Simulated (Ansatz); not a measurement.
LiTaO$_{3}$:
```cif
data_Li2O6Ta2
_chemical_formula_sum 'Li2 Ta2 O6'
_space_group_name_H-M_alt 'P4/mbm'
_space_group_IT_number 127
_space_group_name_Hall '-P 4 2ab'
_cell_length_a 5.31787
_cell_length_b 5.31787
_cell_length_c 3.88723
_cell_angle_alpha 90.000
_cell_angle_beta 90.000
_cell_angle_gamma 90.000
loop_
_atom_site_label
_atom_site_type_symbol
_atom_site_symmetry_multiplicity
_atom_site_Wyckoff_symbol
_atom_site_fract_x
_atom_site_fract_y
_atom_site_fract_z
_atom_site_occupancy
Li1 Li 2 c 0.00000 0.50000 0.50000 1
Ta1 Ta 2 a 0.00000 0.00000 0.00000 1
O1 O 2 b 0.50000 0.50000 0.50000 1
O2 O 4 g 0.17453 0.32547 0.00000 1
```

Relaxed with LDA.

Question: Which orbitals make up the states near the band edges in LDA (plane waves, PAW; program Ansatz)?

Answer: Top 1 eV of the valence band: O 2p 96 %. Bottom 1 eV of the conduction band: Ta 5d 90 %, O 2p 9 %. Projections are on Löwdin-orthogonalised atomic valence shells; empty p or d shells of many metals are not among them.

Question: Tabulate the density of states.

Answer: States/eV per cell of 10 atoms, in 0.25 eV bins, energy from the valence-band maximum.

```tsv
E (eV)	total	O 2p	Ta 5d	Li 2s
-5.97	0.00	0.00	0.00	0.00
-5.72	2.43	1.64	0.60	0.00
-5.47	3.62	2.44	0.90	0.00
-5.22	6.33	4.26	1.68	0.03
-4.97	6.52	4.40	1.75	0.06
-4.72	6.40	4.38	1.68	0.07
-4.47	6.34	4.44	1.54	0.07
-4.22	4.71	3.36	1.05	0.06
-3.97	5.75	4.17	1.24	0.08
-3.72	5.76	4.26	1.18	0.08
-3.47	6.37	4.82	1.24	0.06
-3.22	7.38	5.70	1.35	0.04
-2.97	7.15	5.70	1.10	0.03
-2.72	5.38	4.38	0.71	0.03
-2.47	4.90	4.11	0.51	0.04
-2.22	5.30	4.54	0.44	0.06
-1.97	7.12	6.21	0.49	0.10
-1.72	5.21	4.66	0.30	0.06
-1.47	7.42	6.81	0.32	0.05
-1.22	8.95	8.26	0.40	0.04
-0.97	10.49	9.89	0.33	0.04
-0.72	7.40	6.99	0.25	0.02
-0.47	9.58	9.24	0.17	0.01
-0.22	3.24	3.20	0.01	0.00
0.03	0.27	0.27	0.00	0.00
0.28	0.00	0.00	0.00	0.00
0.53	0.00	0.00	0.00	0.00
0.78	0.00	0.00	0.00	0.00
1.03	0.00	0.00	0.00	0.00
1.28	0.00	0.00	0.00	0.00
1.53	0.00	0.00	0.00	0.00
1.78	0.00	0.00	0.00	0.00
2.03	0.00	0.00	0.00	0.00
2.28	0.00	0.00	0.00	0.00
2.53	0.26	0.01	0.25	0.00
2.78	0.90	0.05	0.83	0.00
3.03	1.01	0.09	0.90	0.00
3.28	1.53	0.17	1.33	0.01
3.53	1.96	0.28	1.62	0.01
3.78	2.10	0.35	1.68	0.02
4.03	2.26	0.43	1.73	0.03
4.28	2.57	0.55	1.90	0.04
4.53	3.55	0.83	2.54	0.06
4.78	4.74	1.19	3.29	0.08
5.03	7.24	1.89	4.91	0.13
5.28	7.47	1.95	4.90	0.17
5.53	5.06	1.34	3.16	0.22
5.78	2.60	0.63	1.43	0.26
6.03	2.27	0.52	1.12	0.31
6.28	2.06	0.46	0.91	0.34
6.53	1.94	0.41	0.75	0.36
6.78	1.44	0.23	0.35	0.35
7.03	1.31	0.11	0.10	0.36
7.28	1.44	0.14	0.12	0.37
```

The workflow started from a Materials Project entry (that database holds measured and hypothetical structures alike); the Crystallography Open Database copy checked does not list it. It is not the phase usual at ambient conditions (space group No. 161). The LDA relaxation kept the symmetry of its start. At this level the phase is dynamically unstable (imaginary phonons). The run is not spin-polarised. Spin–orbit coupling is left out wherever it is not named.

Potentials: the later of the program's two PAW sets.
